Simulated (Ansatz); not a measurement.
# All-electron card of SiPb

```
CELL_PARAMETERS angstrom
4.42883 0.00000 0.00000
-2.21441 3.83548 0.00000
0.00000 0.00000 7.27841
ATOMIC_POSITIONS crystal
Pb 0.33333 0.66667 0.00047
Pb 0.66667 0.33333 0.50047
Si 0.33333 0.66667 0.37553
Si 0.66667 0.33333 0.87553
```

Atoms are numbered in the order listed.

The conventional cell has a = 4.429 Å, b = 4.429 Å, c = 7.278 Å, α = 90.00°, β = 90.00°, γ = 120.00°. Pb (atom 1) has 4 Si at 2.71 to 2.73 Å as nearest neighbours. Si (atom 3) is surrounded by 4 Pb at 2.71 to 2.73 Å.

The cell was built from the wurtzite type and relaxed in the same program, and has space group P6_3mc; it needn't be a known or the stable phase.

Spin–orbit coupling is left out, though it moves levels of the heavy atoms by tenths of an eV or more.

All numbers are computed: DFT, PBE, all-electron LAPW, scalar-relativistic (Ansatz 0.2.0); DFT, PBE, PAW with Ansatz's default frozen-core files, scalar-relativistic (Ansatz 0.2.0).

For LAPW: a Γ-centred 10×10×6 k mesh, Fermi–Dirac smearing of 0.03 eV, basis error target 1 meV/atom, no spin polarisation. PAW takes a cutoff of 420 eV at this cell. The Ansatz runs share mesh, smearing and spin set-up. Values come from LAPW unless marked.

| Property | Result |
| --- | --- |
| Volume per atom | 30.91 Å³ |
| Pressure at this cell | 0.1 kbar |

Task: Give the computed value. Löwdin charges (with 0.09 e of the cell spilling out of the atomic basis, so their sizes and signs hang on that basis).

Result: Pb1 0.14, Si3 -0.10 e.

Task: Predict this quantity. Bader charges (from the PAW run).

Result: Pb1 +0.12, Si3 -0.12 e.

Task: Give the computed value. Density of states at the Fermi level (0.2 eV bin).

Result: 0.11 states/eV per cell.

Task: Band gap: what does the calculation give?

Result: None at this level of theory (metallic, semimetallic, or a small gap that the functional closes).
